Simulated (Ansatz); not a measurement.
**Cs2GaPt, before and after**

The guess for Cs2GaPt was made by a generator: close-packed layers stacked ABAB (P-6m2, No. 187) (elements of the layers in order: Cs Ga Cs Pt). Its size is a rough estimate.

start.cif

```cif
data_structure
_symmetry_space_group_name_H-M 'P-6m2'
_symmetry_Int_Tables_number 187
_cell_length_a 5.0139
_cell_length_b 5.0139
_cell_length_c 12.8001
_cell_angle_alpha 90.000
_cell_angle_beta 90.000
_cell_angle_gamma 120.000
_cell_volume 278.67
loop_
_atom_site_label
_atom_site_type_symbol
_atom_site_symmetry_multiplicity
_atom_site_Wyckoff_symbol
_atom_site_fract_x
_atom_site_fract_y
_atom_site_fract_z
_atom_site_occupancy
Cs1 Cs 2 i 0.66667 0.33333 0.75286 1
Ga1 Ga 1 a 0.00000 0.00000 0.00000 1
Pt1 Pt 1 b 0.00000 0.00000 0.50000 1
```

These are results of DFT PBE, scalar-relativistic, plane waves, PAW (Ansatz 0.2.0), not measurements. Cutoff 420 eV, Gaussian smearing, Γ-centred meshes. Cell and atoms relax first on a coarse mesh and then on a finer one. In between, the cell is made exact in the group found at 0.06 Å. In metals the finer mesh still leaves noise of several meV/atom or more. The steps can't lower the symmetry of their start. No spin polarisation.

end.cif

```cif
data_structure
_symmetry_space_group_name_H-M 'P-6m2'
_symmetry_Int_Tables_number 187
_cell_length_a 4.4717
_cell_length_b 4.4717
_cell_length_c 10.3175
_cell_angle_alpha 90.000
_cell_angle_beta 90.000
_cell_angle_gamma 120.000
_cell_volume 178.67
loop_
_atom_site_label
_atom_site_type_symbol
_atom_site_symmetry_multiplicity
_atom_site_Wyckoff_symbol
_atom_site_fract_x
_atom_site_fract_y
_atom_site_fract_z
_atom_site_occupancy
Cs1 Cs 2 i 0.66667 0.33333 0.69507 1
Ga1 Ga 1 a 0.00000 0.00000 0.00000 1
Pt1 Pt 1 b 0.00000 0.00000 0.50000 1
```

The symmetry stays P-6m2 (No. 187). The volume per atom shrinks by 35.9 %, from 69.7 to 44.7 Å³. The shortest distance goes from 4.29 Å (Cs–Ga) to 3.27 Å (Cs–Pt). The energy falls by about 0.46 eV/atom (the start's value is from the coarse mesh).

```yaml
Volume_per_atom: 44.67 Å³
Density: 4.93 g/cm³
Formation_energy: +0.50 eV/atom
Gap_on_the_12×12×6_mesh_of_the_4-atom_cell: 0 eV (a metal)
```

Energies over the elements count from the elements' standard structures at the same level, with no fitted energy shifts. The separate elements lie lower, so it is unstable against them.

The last run used Gaussian smearing of 0.10 eV. Spin–orbit coupling, which can matter for Pt, is left out. A structure relaxed within its symmetry needn't be a true minimum. In all, the 3 runs took 6.9 min on 1 thread of Arm Neoverse V2, with other jobs on the host.
